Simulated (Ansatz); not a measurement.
Bands of Sc

```
Sc
1.0
     3.29122    0.00000    0.00000
    -1.64561    2.85028    0.00000
     0.00000    0.00000    5.33257
Sc
2
Direct
  0.33333 0.66667 0.25000
  0.66667 0.33333 0.75000
```

Atoms are numbered in the order listed.

Conventional cell: a = 3.291 Å, b = 3.291 Å, c = 5.333 Å, α = 90.00°, β = 90.00°, γ = 120.00°. Sc (atom 1) has 12 Sc at 3.27 to 3.29 Å as nearest neighbours.

Structure from Materials Project entry mp-67 (possibly hypothetical), not relaxed further.

Theory: DFT, PBEsol, all-electron LAPW, scalar-relativistic in Ansatz 0.2.0.

The runs use a Γ-centred 14×14×8 k mesh, Fermi–Dirac smearing of 0.08 eV, basis error target 0.25 meV/atom, spin-polarised from start moments Sc1 1, Sc2 1 μB (the moments died away, and the run ended non-magnetic).

Points in fractions of the reciprocal vectors of this cell: Γ (0, 0, 0), M (0.5, 0, 0), K (0.333, 0.333, 0), A (0, 0, 0.5), L (0.5, 0, 0.5), H (0.333, 0.333, 0.5). The path joins them by straight lines in the order Γ–M–K–Γ–A–L–H–A–L; legs that retrace an earlier one aren't tabulated. Energies are in eV from the Fermi level.

Task: Is there a gap?

Result: none: bands cross the Fermi level, a metal.

Task: List the levels between -14 and 1.5 eV at the symmetry points.

Result: 
Γ: -5.11, -1.71, 0.31
M: -1.57, -1.03, -0.70, -0.25, 1.15, 1.46
K: -0.62 (×2), -0.55, -0.43, 0.96 (×2)
A: -3.66 (×2), 0.82 (×2)
L: -1.46 (×2), 0.02 (×2), 1.23 (×2)
H: -0.37 (×2), -0.13 (×2), 0.26 (×2)
